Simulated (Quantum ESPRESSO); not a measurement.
## Si3FO4N (one run as intended and one with a planted mistake)

Simulated, not a measurement. The program is pw.x of Quantum ESPRESSO 7.5 (plane-wave density functional theory). The cell is made up: 9 atoms on a quartz lattice, with randomly drawn elements, strain and displacements, not relaxed. PseudoDojo standard norm-conserving files (v0.5 for PBE, v0.4.1 for LDA and PBEsol) set the functional; there is no spin polarisation, spin-orbit coupling or dispersion term, and the masses in the input are unused placeholders.

Intended input:

```
&control calculation='scf', pseudo_dir='./dojo.nc.sr.pbe.v0_5.standard.upf', outdir='./o', disk_io='low', tprnfor=.true., tstress=.true. /
&system ibrav=0, nat=9, ntyp=4, nbnd=30, ecutwfc=84.00895049, nosym=.true., tot_charge=0,
 occupations='smearing', smearing='fd', degauss=0.0018374661
/
&electrons conv_thr=7.350e-09, electron_maxstep=60, /
ATOMIC_SPECIES
F 1.0 F.upf
N 1.0 N.upf
O 1.0 O.upf
Si 1.0 Si.upf
CELL_PARAMETERS angstrom
4.9821 0.0693 0.0886
-2.431 4.1962 -0.0809
0.0972 -0.0464 5.3785
ATOMIC_POSITIONS angstrom
Si 2.3568 0.0416 3.622
Si -0.8827 2.1379 1.7638
Si 1.4166 2.1607 0.0663
F 1.4826 1.1393 4.1767
O 3.2731 0.5627 2.5021
O 2.8577 2.5577 0.7936
O 0.5195 1.7518 1.0715
O -1.106 3.0849 2.9263
N 1.0013 3.5678 4.6422
K_POINTS automatic
5 5 4 1 1 1
```

The log is shortened where brackets say so; the opening notice, blank lines, dates and the lines on written files are dropped, and the path of the files is cut. It prints rydbergs, bohrs and kilobars, and counts compression as positive stress. Where no state is partly filled, the Fermi energy that it prints is only some level between the filled and the empty states on the mesh, and need not lie in the true gap.

Log of the intended run:

```
     Program PWSCF v.7.5
     Parallel version (MPI & OpenMP), running on       4 processor cores
     Number of MPI processes:                 4
     Threads/MPI process:                     1
     [start-up lines left out]
     bravais-lattice index     =            0
     lattice parameter (alat)  =       9.4172  a.u.
     unit-cell volume          =     764.6068 (a.u.)^3
     number of atoms/cell      =            9
     number of atomic types    =            4
     number of electrons       =        48.00
     number of Kohn-Sham states=           30
     kinetic-energy cutoff     =      84.0090  Ry
     charge density cutoff     =     336.0358  Ry
     scf convergence threshold =      7.3E-09
     mixing beta               =       0.7000
     number of iterations used =            8  plain     mixing
     Exchange-correlation= PBE
                           (   1   4   3   4   0   0   0)
     [axes and pseudopotential details left out]
   Cartesian axes
     site n.     atom                  positions (alat units)
         1        Si     tau(   1) = (   0.4729330   0.0083478   0.7268174  )
         2        Si     tau(   2) = (  -0.1771291   0.4290069   0.3539372  )
         3        Si     tau(   3) = (   0.2842655   0.4335821   0.0133043  )
         4        F      tau(   4) = (   0.2975095   0.2286204   0.8381277  )
         5        O      tau(   5) = (   0.6568046   0.1129156   0.5020900  )
         6        O      tau(   6) = (   0.5734473   0.5132471   0.1592497  )
         7        O      tau(   7) = (   0.1042467   0.3515292   0.2150152  )
         8        O      tau(   8) = (  -0.2219382   0.6190390   0.5872131  )
         9        N      tau(   9) = (   0.2009283   0.7159413   0.9315384  )
     number of k points=    50  Fermi-Dirac smearing, width (Ry)=  0.0018
                       cart. coord. in units 2pi/alat
        k(    1) = (   0.0955168   0.1763242   0.1156119), wk =   0.0400000
        k(    2) = (   0.0913672   0.1783877   0.3473385), wk =   0.0400000
     [further k points left out]
     Dense  grid:    79587 G-vectors     FFT dimensions: (  60,  54,  60)
     Estimated max dynamical RAM per process >     161.02 MB
     Estimated total dynamical RAM >     585.80 MB
     Initial potential from superposition of free atoms
     starting charge      47.9981, renormalised to      48.0000
     Starting wfcs are   36 randomized atomic wfcs
     total cpu time spent up to now is        2.1 secs
     per-process dynamical memory:   125.5 Mb
     Self-consistent Calculation
     iteration #  1     ecut=    84.01 Ry     beta= 0.70
     Davidson diagonalization with overlap
     ethr =  1.00E-02,  avg # of iterations =  3.0
     total cpu time spent up to now is        5.6 secs
     total energy              =    -226.85790921 Ry
     estimated scf accuracy    <       2.83288953 Ry
     iteration #  2     ecut=    84.01 Ry     beta= 0.70
     Davidson diagonalization with overlap
     ethr =  5.90E-03,  avg # of iterations =  3.0
     total cpu time spent up to now is        8.9 secs
     total energy              =    -227.50815907 Ry
     estimated scf accuracy    <       2.58195283 Ry
     [iterations 3 to 10 left out]
     iteration # 11     ecut=    84.01 Ry     beta= 0.70
     Davidson diagonalization with overlap
     ethr =  5.85E-10,  avg # of iterations =  4.0
     total cpu time spent up to now is       37.1 secs
     total energy              =    -228.04717084 Ry
     estimated scf accuracy    <       0.00000001 Ry
     iteration # 12     ecut=    84.01 Ry     beta= 0.70
     Davidson diagonalization with overlap
     ethr =  2.09E-11,  avg # of iterations =  2.7
     total cpu time spent up to now is       40.2 secs
     End of self-consistent calculation
     [lines on levels left out]
     the Fermi energy is     6.0431 ev
!    total energy              =    -228.04717085 Ry
     estimated scf accuracy    <          9.1E-10 Ry
     smearing contrib. (-TS)   =      -0.00000000 Ry
     internal energy E=F+TS    =    -228.04717085 Ry
     The total energy is F=E-TS. E is the sum of the following terms:
     one-electron contribution =    -107.00871873 Ry
     hartree contribution      =      79.16665249 Ry
     xc contribution           =     -61.09990566 Ry
     ewald contribution        =    -139.10519895 Ry
     convergence has been achieved in  12 iterations
     Forces acting on atoms (cartesian axes, Ry/au):
     atom    1 type  4   force =     0.26501496   -0.33645095    0.01292866
     atom    2 type  4   force =    -0.19206007   -0.21788637   -0.11258280
     atom    3 type  4   force =     0.29247719    0.48293094   -0.23062976
     atom    4 type  1   force =    -0.15331504    0.06811121   -0.00390163
     atom    5 type  3   force =     0.10084739    0.17211374   -0.14752917
     atom    6 type  3   force =     0.03486761   -0.04006047   -0.03403461
     atom    7 type  3   force =    -0.31918032   -0.19292530    0.37255382
     atom    8 type  3   force =     0.00485440    0.11408151    0.10005706
     atom    9 type  2   force =    -0.03350612   -0.04991431    0.04313843
     Total force =     1.026014     Total SCF correction =     0.000060
     Computing stress (Cartesian axis) and pressure
          total   stress  (Ry/bohr**3)                   (kbar)     P=      163.60
   0.00060416  -0.00012551  -0.00137721           88.87      -18.46     -202.59
  -0.00012551   0.00064977   0.00064613          -18.46       95.58       95.05
  -0.00137721   0.00064613   0.00208239         -202.59       95.05      306.33
     init_run     :      2.00s CPU      2.07s WALL (       1 calls)
     electrons    :     37.81s CPU     38.06s WALL (       1 calls)
     forces       :      0.63s CPU      0.64s WALL (       1 calls)
     stress       :      2.12s CPU      2.12s WALL (       1 calls)
     [timing details left out]
     PWSCF        :     42.65s CPU     43.02s WALL
     JOB DONE.
```

A second run has one planted mistake: the self-consistency threshold is too loose. The input lines that differ, file-writing options aside:

```
- &electrons conv_thr=7.350e-09, electron_maxstep=60, /
+ &electrons conv_thr=2.940e-03, electron_maxstep=60, /
```

Its log:

```
     Program PWSCF v.7.5
     Parallel version (MPI & OpenMP), running on       4 processor cores
     Number of MPI processes:                 4
     Threads/MPI process:                     1
     [start-up lines left out]
     bravais-lattice index     =            0
     lattice parameter (alat)  =       9.4172  a.u.
     unit-cell volume          =     764.6068 (a.u.)^3
     number of atoms/cell      =            9
     number of atomic types    =            4
     number of electrons       =        48.00
     number of Kohn-Sham states=           30
     kinetic-energy cutoff     =      84.0090  Ry
     charge density cutoff     =     336.0358  Ry
     scf convergence threshold =      2.9E-03
     mixing beta               =       0.7000
     number of iterations used =            8  plain     mixing
     Exchange-correlation= PBE
                           (   1   4   3   4   0   0   0)
     [axes and pseudopotential details left out]
   Cartesian axes
     site n.     atom                  positions (alat units)
         1        Si     tau(   1) = (   0.4729330   0.0083478   0.7268174  )
         2        Si     tau(   2) = (  -0.1771291   0.4290069   0.3539372  )
         3        Si     tau(   3) = (   0.2842655   0.4335821   0.0133043  )
         4        F      tau(   4) = (   0.2975095   0.2286204   0.8381277  )
         5        O      tau(   5) = (   0.6568046   0.1129156   0.5020900  )
         6        O      tau(   6) = (   0.5734473   0.5132471   0.1592497  )
         7        O      tau(   7) = (   0.1042467   0.3515292   0.2150152  )
         8        O      tau(   8) = (  -0.2219382   0.6190390   0.5872131  )
         9        N      tau(   9) = (   0.2009283   0.7159413   0.9315384  )
     number of k points=    50  Fermi-Dirac smearing, width (Ry)=  0.0018
                       cart. coord. in units 2pi/alat
        k(    1) = (   0.0955168   0.1763242   0.1156119), wk =   0.0400000
        k(    2) = (   0.0913672   0.1783877   0.3473385), wk =   0.0400000
     [further k points left out]
     Dense  grid:    79587 G-vectors     FFT dimensions: (  60,  54,  60)
     Estimated max dynamical RAM per process >     161.02 MB
     Estimated total dynamical RAM >     585.80 MB
     Initial potential from superposition of free atoms
     starting charge      47.9981, renormalised to      48.0000
     Starting wfcs are   36 randomized atomic wfcs
     total cpu time spent up to now is        2.3 secs
     per-process dynamical memory:   125.5 Mb
     Self-consistent Calculation
     iteration #  1     ecut=    84.01 Ry     beta= 0.70
     Davidson diagonalization with overlap
     ethr =  1.00E-02,  avg # of iterations =  3.0
     total cpu time spent up to now is        6.0 secs
     total energy              =    -226.85790921 Ry
     estimated scf accuracy    <       2.83288953 Ry
     iteration #  2     ecut=    84.01 Ry     beta= 0.70
     Davidson diagonalization with overlap
     ethr =  5.90E-03,  avg # of iterations =  3.0
     total cpu time spent up to now is        9.6 secs
     total energy              =    -227.50815907 Ry
     estimated scf accuracy    <       2.58195283 Ry
     iteration #  3     ecut=    84.01 Ry     beta= 0.70
     Davidson diagonalization with overlap
     ethr =  5.38E-03,  avg # of iterations =  2.9
     total cpu time spent up to now is       12.5 secs
     total energy              =    -228.01842968 Ry
     estimated scf accuracy    <       0.12493256 Ry
     iteration #  4     ecut=    84.01 Ry     beta= 0.70
     Davidson diagonalization with overlap
     ethr =  2.60E-04,  avg # of iterations =  4.7
     total cpu time spent up to now is       16.0 secs
     total energy              =    -228.04477628 Ry
     estimated scf accuracy    <       0.01138624 Ry
     iteration #  5     ecut=    84.01 Ry     beta= 0.70
     Davidson diagonalization with overlap
     ethr =  2.37E-05,  avg # of iterations =  6.7
     total cpu time spent up to now is       20.0 secs
     End of self-consistent calculation
     [lines on levels left out]
     the Fermi energy is     5.9890 ev
!    total energy              =    -228.04615956 Ry
     estimated scf accuracy    <       0.00190339 Ry
     smearing contrib. (-TS)   =      -0.00000000 Ry
     internal energy E=F+TS    =    -228.04615956 Ry
     The total energy is F=E-TS. E is the sum of the following terms:
     one-electron contribution =    -107.13759442 Ry
     hartree contribution      =      79.32759774 Ry
     xc contribution           =     -61.13096394 Ry
     ewald contribution        =    -139.10519895 Ry
     convergence has been achieved in   5 iterations
     Forces acting on atoms (cartesian axes, Ry/au):
     atom    1 type  4   force =     0.26531381   -0.33666222    0.01178540
     atom    2 type  4   force =    -0.19225151   -0.21771553   -0.11344905
     atom    3 type  4   force =     0.29137686    0.48277052   -0.22725142
     atom    4 type  1   force =    -0.15107917    0.06595183   -0.00351989
     atom    5 type  3   force =     0.10038996    0.17213301   -0.14664108
     atom    6 type  3   force =     0.03498519   -0.03898154   -0.03479552
     atom    7 type  3   force =    -0.31789116   -0.19281874    0.37127092
     atom    8 type  3   force =     0.00292584    0.11369430    0.09974253
     atom    9 type  2   force =    -0.03376981   -0.04837164    0.04285811
     Total force =     1.023398     Total SCF correction =     0.040180
     Computing stress (Cartesian axis) and pressure
          total   stress  (Ry/bohr**3)                   (kbar)     P=      181.92
   0.00073756  -0.00012583  -0.00131620          108.50      -18.51     -193.62
  -0.00012583   0.00077312   0.00060740          -18.51      113.73       89.35
  -0.00131620   0.00060740   0.00219932         -193.62       89.35      323.53
     init_run     :      2.15s CPU      2.23s WALL (       1 calls)
     electrons    :     17.58s CPU     17.71s WALL (       1 calls)
     forces       :      0.66s CPU      0.67s WALL (       1 calls)
     stress       :      2.17s CPU      2.17s WALL (       1 calls)
     [timing details left out]
     PWSCF        :     22.64s CPU     22.89s WALL
     JOB DONE.
```

```
                                            intended run  run with the mistake
                          free energy (eV)     -3102.740             -3102.726
                    smearing term -TS (eV)        0.0000                0.0000
                            pressure (GPa)         16.36                 18.19
            largest force component (eV/Å)        12.417                12.413
largest change of a force component (eV/Å)                               0.087
                                iterations            12                     5
```

For scale, a rerun of the intended cell at a cutoff of 1437 eV and k mesh 7 x 7 x 6 moved values by no more than 0.003 eV in energy, 0.02 GPa in stress and 0.002 eV/Å in force.